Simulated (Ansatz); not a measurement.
Q: Name crystals whose computed values (the program Ansatz at the PBE level (PAW)) fall in these windows: B₀ by P(V) fit (GPa) 72 to 99; gap (eV) 0.82 to 1.0; electron conductivity mass (mₑ) 0.28 to 0.33.

A: 

```csv
crystal,B₀ by P(V) fit (GPa),gap (eV),electron conductivity mass (mₑ)
"AlP, P6_422 (Al on 3c, P on 3d)",90.3,0.95,0.30
```
Others may fit too.

Typed or built starts, not in the databases checked: AlP, P6_422 (Al on 3c, P on 3d). Not the usual ambient phase: AlP, P6_422 (Al on 3c, P on 3d). The cell was relaxed under the symmetry of its start.

Potentials: the later of the program's two PAW sets.
